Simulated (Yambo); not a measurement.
G0W0@PBEsol for LiMgBN$_{2}$ (space group I-4m2, No. 119) in Yambo. Reference settings: 4×4×4 Γ-centred k mesh, bands 6 to 120 and a 8 Ry block in the screening, 120 bands in G with the Bruneval-Gonze terminator, plasmon pole fitted at 27.2 eV. The PBEsol gap Z → Γ on this mesh is 2.48 eV; G0W0 gaps are taken between the same points.

The settings were changed. The gap went from 4.19 eV to 3.82 eV, and the shift of the valence edge from -1.06 eV to -0.47 eV.

Question: Which change was made?
A. 45 bands in G, no terminator
B. 3 Ry block
C. no terminator
D. 45 bands in W, 45 bands in G

Answer: A, 45 bands in G, no terminator. The others gave (gap, valence shift): 45 bands in W, 45 bands in G: 4.15, -0.86 eV; no terminator: 4.09, -0.90 eV; 3 Ry block: 3.76, -0.73 eV.

Geometry of the Materials Project entry, not relaxed at this level; primitive cell a = 5.1998 Å, b = 5.1998 Å, c = 5.1998 Å, α = 136.91°, β = 136.91°, γ = 62.58°.

The structure is a Materials Project entry; no match was found in the copy of COD used, and its stability was not checked.

A shift is the quasiparticle energy of the state minus its PBEsol energy.
